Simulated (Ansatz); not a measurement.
Input and command of a plane-wave DFT calculation in Ansatz:

```yaml
crystal:
  lattice:
    - [2.9299980804, 0.0, 0.0]
    - [-1.4649990402, 2.5374527707, 0.0317181596]
    - [0.0, 0.059875, 4.79]
  atoms:
    - { symbol: Ag, position: [0.3333333333, 0.6666666667, 0.25] }
    - { symbol: Ag, position: [0.6666666667, 0.3333333333, 0.75] }
basis:
  ecutwfc: 420
kpoints:
  mp_grid: { grid: [18, 18, 10] }
hamiltonian:
  xc: pbesol
scf:
  occupations: { method: gaussian, width: 0.15 }
output:
  forces: true
  stress: true
  eigenvalues: true
```

```bash
ansatz run input.yaml --threads 1 --pin off --max-ram 2560MiB --backend cpu --events-out ev --progress --plain --runs-dir out
```

Processor: Intel(R) Xeon(R) Processor @ 2.50GHz (Skylake/Cascade Lake), 1 thread, on a host shared with other jobs.

Task: How long does it run, and how much memory does it take?

Result: About 52 s on 1 thread of Intel(R) Xeon(R) Processor @ 2.50GHz (Skylake/Cascade Lake), with other jobs on the host, peak memory 0.76 GiB. It solves 23 bands at 866 k points (the mesh reduced by symmetry) with about 699 plane waves, in 6 SCF iterations.
